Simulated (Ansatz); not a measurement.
# Magnetic orders of AgRh

All numbers below come from DFT r2SCAN, scalar-relativistic, plane waves, PAW in Ansatz.

```
Ag Rh
1.0
     2.77759    0.00000    0.00000
    -1.38879    2.40546    0.00000
     0.00000    0.00000    4.80860
Ag Rh
1 1
Direct
  0.00000 0.00000 0.50000
  0.66667 0.33333 0.00000
```

```
plane-wave cutoff                               : 500 eV
Γ-centred k-mesh                                : 18×18×10
occupation rule                                 : Gaussian smearing, 0.1 eV
list of starting moments (μB, in atom order)    : 0 1
check for lower electronic states after the SCF : off
```

All runs keep this geometry, which isn't relaxed for the lowest state (largest force there 0.000 eV/Å, pressure -5.4 GPa) and needn't be a stable compound; relaxing each order can shift differences of a few meV. r2SCAN tends to overstate moments in metals, so a weak moment here may be absent in the real material. Site moments are spin moments in atom-centred spheres that scale with the neighbour distance. The states are those that the runs reached from these starts; a lower one can exist. No antiferromagnetic start is among these.

Q: Starts tried: no spin; ferromagnetic. Which state comes out lowest, and what are the moments?

A: The lowest state is ferromagnetic, reached from the start “ferromagnetic”, with site moments (μB) Rh +0.79.

```
        start ends energy above lowest (meV/atom) site moments (μB) gap on mesh (eV) P (GPa)
      no spin non-magnetic                            20.0     none over 0.05             metal     -6.5
ferromagnetic ferromagnetic                            0.00           Rh +0.79             metal     -5.4
```

Cost: 2 runs of about 2.4 core-minutes in all, on Arm Neoverse V2 (shared hosts).